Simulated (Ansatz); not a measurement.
CaO:
```cif
data_Ca4O4
_chemical_formula_sum 'Ca4 O4'
_space_group_name_H-M_alt 'Fm-3m'
_space_group_IT_number 225
_space_group_name_Hall '-F 4 2 3'
_cell_length_a 4.83078
_cell_length_b 4.83078
_cell_length_c 4.83078
_cell_angle_alpha 90.000
_cell_angle_beta 90.000
_cell_angle_gamma 90.000
loop_
_atom_site_label
_atom_site_type_symbol
_atom_site_symmetry_multiplicity
_atom_site_Wyckoff_symbol
_atom_site_fract_x
_atom_site_fract_y
_atom_site_fract_z
_atom_site_occupancy
Ca1 Ca 4 a 0.00000 0.00000 0.00000 1
O1 O 4 b 0.50000 0.50000 0.50000 1
```
(The calculation used a cell of 2 atoms; values per cell refer to that cell.)

Relaxed with PBE.

### Question
Decompose the optical modes at the zone centre into irreducible representations, and say which are infrared and Raman allowed.

### Answer
Point group m-3m: Γ_opt = T1u. Infrared: T1u. Raman: none.

### Question
Assign frequencies (DFPT, DFT-PBE in the program Ansatz with PAW potentials; without the LO–TO term).

### Answer
T1u 255 cm⁻¹.

The PBE relaxation kept the symmetry of its start; phonons on a q-mesh show no instability.

Potentials: the later of the program's two PAW sets.
